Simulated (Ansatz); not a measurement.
NaZnInS3O12 — 23Na NMR of the central transition

Cell: a Materials Project structure (computed, not necessarily an observed phase).

```cif
data_NaZnInS3O12
_symmetry_space_group_name_H-M 'R3c:H'
_symmetry_Int_Tables_number 161
_cell_length_a 8.7616
_cell_length_b 8.7616
_cell_length_c 23.0809
_cell_angle_alpha 90.000
_cell_angle_beta 90.000
_cell_angle_gamma 120.000
loop_
_atom_site_label
_atom_site_type_symbol
_atom_site_symmetry_multiplicity
_atom_site_Wyckoff_symbol
_atom_site_fract_x
_atom_site_fract_y
_atom_site_fract_z
Na Na 6 a 0.0000 0.0000 0.4971
Zn Zn 6 a 0.0000 0.0000 0.3500
In In 6 a 0.0000 0.0000 0.6503
S S 18 b 0.9638 0.3366 0.5843
O13 O 18 b 0.2125 0.0252 0.3026
O19 O 18 b 0.7803 0.9711 0.6974
O25 O 18 b 0.0215 0.8278 0.4113
O31 O 18 b 0.9814 0.1751 0.5886
```

One atom of each set is listed; the run and its k-mesh use a cell of 36 atoms with edges of 9.21, 9.21, 9.21 Å.

The numbers come from a DFT calculation in Ansatz (r2SCAN, plane waves and PAW, scalar-relativistic, 500 eV cutoff, Γ-centred 3×3×3 k-points, Fermi–Dirac smearing 0.02 eV).

23Na has I = 3/2 and Q = 104.0 mb (Pyykkö 2018); at 14.1 T its Larmor frequency is ν₀ = 158.9 MHz. Only the quadrupole interaction is simulated: positions count from each site's isotropic chemical shift, and J coupling is left out, as are shift anisotropy and dipolar coupling, which fast spinning averages.

Simulated pattern of one Na site (fast magic-angle spinning, Gaussian broadening 0.08 kHz):

```tsv
offset (kHz)	height
-1.687	0
-1.638	2
-1.588	5
-1.538	6
-1.488	6
-1.439	6
-1.389	6
-1.339	6
-1.290	6
-1.240	7
-1.190	7
-1.141	7
-1.091	11
-1.041	43
-0.992	81
-0.942	67
-0.892	52
-0.843	46
-0.793	43
-0.743	41
-0.694	41
-0.644	40
-0.594	41
-0.544	42
-0.495	44
-0.445	48
-0.395	53
-0.346	64
-0.296	89
-0.246	100
-0.197	39
-0.147	3
```

(1) Which |C_Q| and η does the pattern imply?

## Answers

(1) The pattern spans 1.39 kHz before broadening and its centre of gravity is at -0.649 kHz, which fixes P_Q; the places of the horns and steps fix η. That gives P_Q = 2.03 MHz, |C_Q| = 2.03 MHz and η = 0.00. The sign of C_Q can't be read from the pattern.

An axis of threefold or higher order runs through Na, so V_zz lies along it and η is zero.

The run took 3.5 min of wall time (3.5 min of CPU time) and 2.4 GiB at its peak, on 1 thread of Arm Neoverse V1 (aarch64; 8 cores open to the job, memory cap 2.5 GiB, no GPU), a shared host with a load of 0.5 a core.
